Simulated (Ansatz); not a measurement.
A relaxed structure of GaN is spoiled in several ways and relaxed again each time (noise and exchanges are one random draw each; pressure is positive under compression). Level of theory: PBEsol (plane waves to 420 eV, PAW, scalar-relativistic; Ansatz, a quantum-chemistry and plane-wave program).

```cif
data_Ga6N6
_chemical_formula_sum 'Ga6 N6'
_space_group_name_H-M_alt 'P63mc'
_space_group_IT_number 186
_space_group_name_Hall 'P 6c -2c'
_cell_length_a 3.18124
_cell_length_b 3.18124
_cell_length_c 15.57333
_cell_angle_alpha 90.000
_cell_angle_beta 90.000
_cell_angle_gamma 120.000
loop_
_atom_site_label
_atom_site_type_symbol
_atom_site_symmetry_multiplicity
_atom_site_Wyckoff_symbol
_atom_site_fract_x
_atom_site_fract_y
_atom_site_fract_z
_atom_site_occupancy
Ga1 Ga 2 a 0.00000 0.00000 0.49975 1
Ga2 Ga 2 b 0.33333 0.66667 0.33329 1
Ga3 Ga 2 b 0.66667 0.33333 0.16657 1
N1 N 2 a 0.00000 0.00000 0.37464 1
N2 N 2 b 0.33333 0.66667 0.20807 1
N3 N 2 b 0.66667 0.33333 0.04138 1
```

| change | first pressure (GPa) | first V (Å³/atom) | released (eV/atom) | moves | outcome | final group | E − E(parent) (eV/atom) |
|---|---|---|---|---|---|---|---|
| with every coordinate shifted by Gaussian noise of σ = 0.2 Å | 38.4 | 11.37 | 1.29 | 7 | returns to the parent | P6₃mc | 0.000 |
| with every coordinate shifted by Gaussian noise of σ = 0.1 Å | 5.8 | 11.37 | 0.27 | 4 | returns to the parent | P6₃mc | 0.000 |
| deformed by the Cartesian strain tensor (xx, yy, zz, yz, xz, xy) = (-0.057, -0.004, 0.185, -0.069, 0.086, 0.044) | -2.5 | 12.49 | 0.52 | 11 | returns to the parent | P6₃mc | 0.000 |
| shaken by Gaussian noise of σ = 0.08 Å a coordinate | 4.6 | 11.37 | 0.14 | 3 | returns to the parent | P6₃mc | 0.000 |

First-step values come from each run's starting, coarser k-mesh (7×7×2, 7×7×1). Each cell has its own k-point mesh; energy differences are given only to the digits this allows. No spin polarisation in the result.

The first start was generated by placing the elements on the sites of a structure type. A measured structure of GaN has the same space group, P6₃mc (No. 186); the sites were not compared with it.
